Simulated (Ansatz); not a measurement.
Starting cell, HgTe (zinc blende):

```
CELL_PARAMETERS angstrom
      0.00000     6.65069     6.65069
      3.32535     0.00000     3.32535
      3.32535     3.32535     0.00000
ATOMIC_POSITIONS crystal
  Te 0.37500 0.75000 0.75000
  Te 0.87500 0.75000 0.75000
  Hg 0.00000 0.00000 0.00000
  Hg 0.50000 0.00000 0.00000
```

Scan: atom 2 (Te, nearest neighbour Hg at 2.880 Å; its periodic images, 4.7 Å or more away, move with it) is displaced along Cartesian x, direction (1.000, 0.000, 0.000) in Cartesian axes, by s. The other atoms stay.

Computed with PBE (plane waves to 420 eV, PAW, scalar-relativistic; Ansatz, a quantum-chemistry and plane-wave program). k mesh 5×10×10 (Γ-centred), Fermi-Dirac smearing 0.05 eV. The energy includes the smearing's −TS. With partly filled bands, energies and forces of such displacements shift with the k mesh and the smearing. At this level the bands of HgTe touch or barely overlap. HgTe was relaxed with its symmetry unable to fall. Spin-orbit coupling is left out, though Hg and Te are heavy. The PAW data are Ansatz's earlier set. The relaxed volume of HgTe is well above the measured one; the method has no dispersion term. The zero of ΔE is the undisplaced structure.

The scan covers s from -0.290 to 0.290 Å in 11 points.

Q: Is this a single well or a double well?

A: A single well with its minimum at or next to zero displacement.

Q: Is the energy the same for displacements of ±0.290 Å, and if not, which side lies higher?

A: Not even: the positive side lies higher at ±0.290 Å. With its periodic images moving along, the atom's site symmetry in this cell is 3m.

Q: What is the force constant k = d²E/ds² of this move at s = 0?

A: 3.83 eV/Å².

(A displaced cell: forces are minus the slopes of the energy, force constants its curvatures, and phonons follow from these.)
